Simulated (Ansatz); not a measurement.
An Ansatz input:

```yaml
crystal:
  lattice:
    - [-1.6108608232, 1.6108608232, 1.6108608232]
    - [1.6108608232, -1.6108608232, 1.6108608232]
    - [1.6108608232, 1.6108608232, -1.6108608232]
  atoms:
    - { symbol: Pt, position: [0.0, 0.0, 0.0], spin: 1.0 }
hamiltonian:
  xc: r2scan
  pseudopotentials:
    kind: paw
    azcp:
      Pt: "pseudopotentials/Pt.paw.azcp"
basis:
  ecutwfc: 500
  fft_grid_basis: typed
kpoints:
  mp_grid: { grid: [23, 23, 23], shift: [0, 0, 0] }
magnetization:
  spin_polarized: true
scf:
  occupations: { method: fermi_dirac, width: 0.05 }
output:
  stress: true
  write_density: true
  write_potential: true
  elf: true
  volumetric_format: npy
```

and its output:

```
Engine: ansatz 0.2.0, x86_64-unknown-linux-gnu
Pseudopotentials: kind: paw
Pseudopotential: Pt, paw, valence charge 18, recommended cutoff 500 eV (meta_gga) 
Functional definition: r2SCAN
  parameter k0 = 0.174
  parameter k1 = 0.065
  parameter a1 = 4.9479
  exchange = r2scan_x(k0 = k0, k1 = k1, a1 = a1)
  correlation = r2scan_c
Crystal: 1 atoms, lattice volume = 16.720 Å³
Basis set: ecut = 500 eV, 429 PW (Γ), exchange–correlation on 96×96×96 points (64 copies of the dense FFT grid, shifted against one another)
Bands: 14, of which v1, the nominal top of the filled ones, is band 9 counted from 1 (8 counted from 0)
Symmetry: 48 space group operations
Space group: Im-3m (ITA 229), of the structure as read, at distance tolerance 2.6e-5 Å
Magnetic group: BNS 229.140 (UNI 1642), of the structure as read, at distance tolerance 2.6e-5 Å
k-points: 364 of 12167
Non-local potential: Pt, projectors of the file, l = 0: 3, l = 1: 2, l = 2: 2, l = 3: 1
PAW form: soft (Blöchl's): semilocal exchange-correlation on the pseudo side does not see the compensation charge
PAW frozen core: Pt, regenerated for the run's functional (the file was generated under x = pbe(κ = 0.804, μ = 0.2195149727645171), c = pbe(β = 0.06672455060314922))
PAW one-centre angular grid: Pt, 590 points (default); XC on 160 Gauss nodes
Initial density: superposition of atomic densities (chi_scale 0.1, normalization cell)
Starting moments: Σ|m| = 1 μB on 1 of 1 site
Initial wavefunctions: pseudopotential atomic-orbital guess
Functional: x = r2scan, c = r2scan; τ floored in thin density (d = 2e-4 eV/Å³)
iter 1 solved again at ethr=2.33e-3 eV; its pass at ethr=3.10e-3 eV (dr2=4.20e-1 eV) is discarded
SCF iter   1: F=—  HF=-12536.570727 eV  |F-HF|=—  |Δ(HF+E_count)|=         —  Δρ=4.10e-2 (↑4.10e-2 ↓2.98e-2)  dr2=6.04e-1  dr2_τ=1.24e-2  dr2_m=4.36e-2  M=0.563 μB ∫|m|=0.579 μB  β_m=0.69  ethr=2.33e-3  ⟨swp⟩=2.0  Hψ=76493  notcnv=0
Mixer restart at iter 1: flushing history
spin=Collinear: Kerker preconditioning applied to the charge; magnetization (m = ρ↑ − ρ↓) channel mixes plain (no charge-response kernel on spin).
SCF iter   2: F=—  HF=-12536.429396 eV  |F-HF|=—  |Δ(HF+E_count)|=   1.41e-1  Δρ=2.06e-2 (↑2.06e-2 ↓1.99e-2)  dr2=1.68e-1  dr2_τ=5.18e-3  dr2_m=8.26e-3  M=0.510 μB ∫|m|=0.541 μB  β_m=1.00  ethr=2.33e-3  ⟨swp⟩=2.0  Hψ=17315  notcnv=0  κ⁻¹=1.0e0(r=1)
...
SCF 1 converged in 20 iterations: F = -12536.633347 eV  dr2 = 5.36e-13
WARN: the starting moments were not kept: the SCF closed with an absolute magnetisation of 5.5e-7 μB, where they sum to 1 μB in size (1 site). That is at most 0.1 of that sum. Measured as dr2_m measures the in/out step, that magnetisation stands 1.8e-13 eV from none, at or under the dr2_threshold of 1.0e-7 eV: it is no larger than a step whose dr2_m would equal this threshold. The system may hold no moment; this SCF shows only that its start led to no more than that. To try another start: raise the starting moments (crystal.atoms[].spin, magnetization.per_species, magnetization.initial_magnetization, or on a non-collinear deck that types none of these the spinor_matrix: blocks that start its atoms; where the total moment is fixed, keep their sum and leave initial_magnetization as it is; typed ones take the place of any that the run laid by itself, positive ones on a crystal's lanthanoids without a Hubbard term where scf.initial_density.shell_occupations: [] is typed) or, if the notice of its spin-set hold's release reads "site moments contracting" or "site moments show no strong build", lengthen the hold (scf.mixing.spin_hold: { on: { confirm: 4 } }; for m-r²SCAN on two components see the key's manual first). Each may lead to a state that holds a moment. A second SCF, from the converged charge density, with the starting moments and any scf.initial_density.shell_occupations laid on it anew, would have followed, and was not run: the deck does not ask for one (magnetization.retry_lost_moments is false, the default). To let it run, set magnetization.retry_lost_moments: true and run the deck again, where that key's refused combinations let it; where memory then withholds it, that run's warning says so.
this state was not tested for a lower state beside it, because the mixer in use, unlike msr1, does not test its closes by its own steps (another_mixer; see scf.mixing.algorithm and scf.lower_state_search)
SCF converged after 20 iterations
Magnetization: 0.0000 μB (9.0000 up, 9.0000 down)
Absolute magnetization: 0.0000 μB (∫|ρ↑−ρ↓|, with the PAW one-centre terms)
Spin contamination: 0.0000 ħ² per cell (⟨S²⟩ above its minimum at these occupations)
Per-site moments (μB) at R_I (Å): [(4.0261149562142376e-7, 1.1509132757531586)]
Free energy (F): -12536.633347 eV
Harris-Foulkes:  -12536.633347 eV  (|F-HF|=1.09e-11)
Internal energy: -12536.626748 eV  (E = F + TS)
E sigma→0 (E₀):  -12536.630048 eV
Entropy (-TS):   -0.006599 eV (-6.599 meV/atom)
Fermi energy:    19.947633 eV
--- Per-component energies (eV) ---
  E_band       = -192.105315
  E_kinetic    = 635.726565
  E_local      = -1603.023267  (includes V_loc(G=0)·N_el)
  E_nonlocal   = 202.468035
  E_hartree    = 592.377249
  E_xc         = -249.003532
  E_vxc        = -335.823717  (∫ρ·V_xc dr)
  E_paw        = -9479.891321  (= ΣΔE_a)
  E_vpaw       = -297.672368  (= ΣTr[D̂ρ^β])
  E_aug_tail   = 0.000136  (compensation charges beyond the density's cutoff)
  E_vtau       = 21.464771  (kinetic-family band-sum trace: ∫τ·v_τ [+ j·A + Jᵃ·Aᵃ] dr)
  E_ewald      = -2635.049117
  E_core_change = -0.231494  (= ΣΔE_core)
  E_smearing   = -0.006599  (= −TS)
  E_closure    = -0.000000  (closes the sum)
  Σ components = -12536.633347   (vs F -12536.633347, Δ=0.00e0)
--- Stress (GPa, compression-positive) ---
      -16.310557      -0.000000       0.000000
        0.000000     -16.310557       0.000000
        0.000000      -0.000000     -16.310557
  P = ⅓ Tr σ = -16.3106 GPa (-163.106 kbar)
--- Band table (eV; the first three rows and the last of 728) ---
  k-point 0 ↑: bands = ["-80.0100", "-33.4481", "-33.4481", "-33.4481", "10.8180", "16.6277", "16.6277", "16.6277", "18.9200", "18.9200", "37.8871", "37.8871", "37.8871", "47.4371"]
  k-point 1 ↑: bands = ["-80.0095", "-33.4548", "-33.4504", "-33.4480", "10.8945", "16.5995", "16.6290", "16.6870", "18.8836", "18.9218", "37.9207", "37.9330", "37.9938", "45.9062"]
  k-point 2 ↑: bands = ["-80.0081", "-33.4744", "-33.4574", "-33.4478", "11.1206", "16.5178", "16.6300", "16.8630", "18.7878", "18.9276", "37.9884", "38.0092", "38.3089", "44.5520"]
  k-point 363 ↓: bands = ["-79.9644", "-33.7161", "-33.7152", "-33.7152", "14.2074", "14.2147", "20.3725", "20.3725", "20.4136", "27.6354", "28.0194", "28.0194", "32.8288", "38.9611"]
```
